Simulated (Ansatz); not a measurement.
InOF:
```
InOF
1.0
    0.00000     4.19690     5.11212
    3.52952     0.00000     5.11212
    3.52952     4.19690     0.00000
In O F
4 4 4
Direct
  0.79959   0.20041   0.79959
  0.20041   0.79959   0.20041
  0.45041   0.04959   0.45041
  0.04959   0.45041   0.04959
  0.13654   0.13654   0.86346
  0.86346   0.86346   0.13654
  0.11346   0.11346   0.38654
  0.38654   0.38654   0.11346
  0.62500   0.62500   0.62500
  0.62500   0.62500   0.12500
  0.12500   0.62500   0.62500
  0.62500   0.12500   0.62500
```

r²SCAN in the plane-wave PAW code Ansatz gives a gap of 2.14 eV without spin–orbit coupling, maximum at Γ, minimum at Γ.

### Question
What happens when spin–orbit coupling is switched on?

### Answer
The gap hardly moves, to 2.14 eV; maximum at Γ, minimum at Γ.

### Question
Give the electron effective mass with spin–orbit coupling.

### Answer
0.26, 0.26, 0.27 mₑ (principal values).

### Question
Give the hole effective mass with spin–orbit coupling.

### Answer
0.54, 0.65, 4.0 mₑ (principal values).

Space group Fddd. The workflow started from a Materials Project entry (that database holds measured and hypothetical structures alike); the Crystallography Open Database files this formula in space group No. 70, but the cells were not matched. Whether it is the stable phase at ambient conditions was not checked. The r²SCAN relaxation kept the symmetry of its start; whether a distortion lowers the energy is not shown.

Potentials: the later of the program's two PAW sets.
